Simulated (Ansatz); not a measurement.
What settings do to one calculation: Br started on an O site next to H started in the widest void in cubic perovskite LaGaO3, 11 atoms, charge +1

Ansatz (PAW, plane waves), atoms fixed. The base input:

```yaml
crystal:
  lattice:
    - [7.729308, 0.000000, 0.000000]
    - [0.000000, 3.864654, 0.000000]
    - [0.000000, 0.000000, 3.864654]
  atoms:
    - { symbol: La, position: [0.000596, 0.994647, 0.987471] }
    - { symbol: La, position: [0.504548, 0.993622, 0.002079], spin: 0.143 }
    - { symbol: Ga, position: [0.252138, 0.500773, 0.508119], spin: 0.143 }
    - { symbol: Ga, position: [0.746927, 0.496717, 0.502502], spin: 0.143 }
    - { symbol: O, position: [0.249802, 0.501099, 0.009724], spin: 0.143 }
    - { symbol: O, position: [0.744827, 0.501723, 0.993969], spin: 0.143 }
    - { symbol: O, position: [0.998895, 0.496561, 0.494616] }
    - { symbol: O, position: [0.248381, 0.991327, 0.499620] }
    - { symbol: O, position: [0.750513, 0.997633, 0.490232] }
    - { symbol: Br, position: [0.496513, 0.501262, 0.499374], spin: 0.143 }
    - { symbol: H, position: [0.502161, 0.498248, 0.008686], spin: 0.143 }
kpoints:
  mp_grid: { grid: [2, 2, 2], shift: [0.5, 0.5, 0.5] }
hamiltonian:
  xc: pbesol
total_charge: 1
magnetization:
  spin_polarized: true
scf:
  occupations: { method: fermi_dirac, width: 0.01 }
output:
  forces: true
  eigenvalues: true
  populations: true
  charged_corrections: { epsilon: 27 }
```

Command:

```sh
ansatz run in.yaml --threads 8 --pin off --max-ram 13300MiB --runs-dir r --events-out ev --progress --plain
```

It converged in 12 iterations and 2.5 s of wall time on 8 threads of a Platinum 8488C processor, on a host shared with other runs; peak host memory 0.66 GiB; largest force component 14.76 eV/Å. The cutoff was the default, 420 eV. The base isn't a converged reference: it has few k points, and its atoms are unrelaxed, some of them close together. Each run below changes the keys shown and caps the iterations.

```csv
run,changed,ending,iterations,free energy less the base (meV per atom),rms change of forces (eV/Å),change of pressure (GPa),"wall time (s, shared host)"
1,"accuracy low (cutoff and grids as in the base), occupations tetrahedron, max_iter 100",converged,15,0.0,0.000,–,2.4 CPU
2,"accuracy high, ecutwfc 350 eV, max_iter 60",converged,12,45.0,0.018,–,1.7 CPU
3,"mixing algorithm msr1, accuracy high, max_iter 90",converged,12,0.0,0.000,–,2 CPU
4,"mixing beta 1.5, max_iter 60, k points a 3×3×3 mesh centred on Γ",refused,–,–,–,–,–
5,"xc hf, n_extra_bands 0, max_iter 60",refused,–,–,–,–,–
6,"width 0.5 eV, max_iter 80",converged,15,-70.5,0.310,–,2 CPU
7,"accuracy low, ecutrho_ratio 3, max_iter 70",converged,12,0.0,0.000,–,1.9 CPU
8,"xc_grid 1 (2 is the default), max_iter 100",converged,12,0.0,0.000,–,2.3 CPU
9,"max_iter 6, accuracy low",not converged,–,–,–,–,–
10,"accuracy low (cutoff and grids as in the base), max_iter 90, total_charge -1",converged,18,other zero,1.212,–,2.7 CPU
```

«Other zero»: another functional, charge or dispersion term moves the zero of energy, so the difference says nothing of accuracy.

**Question.** Which changes leave the result alone, and which of the same physical model moves the forces most?

**Answer.** The forces move by under 0.002 eV/Å in runs 1, 3, 7, 8. Run 6 (width 0.5 eV, max_iter 80) moves them most among the runs with the same functional, charge and dispersion term, by 0.310 eV/Å.

**Question.** Why did some runs give no result?

**Answer.** - run 4: invalid value for `scf.mixing.beta`: must be finite and in (0, 1]; got 1.5
- run 5: inconsistent input (scf.n_extra_bands): n_bands = 43 cannot host the net starting moment |Σ_I m_I| = 1.0010 μB: with N_el = 85 the majority spin channel must hold (N_el + |M|)/2 = 43.0005 electrons at no more than one per band — at least 44 bands (43 bands …
- run 9: did not converge after 6 iterations: dr2 = 2.51e-3 (threshold 1.00e-7), under the density mixer `msr1`, which `scf.mixing.algorithm: auto` chose by the deck's other keys (type `scf.mixing.algorithm: msr1` to keep it);
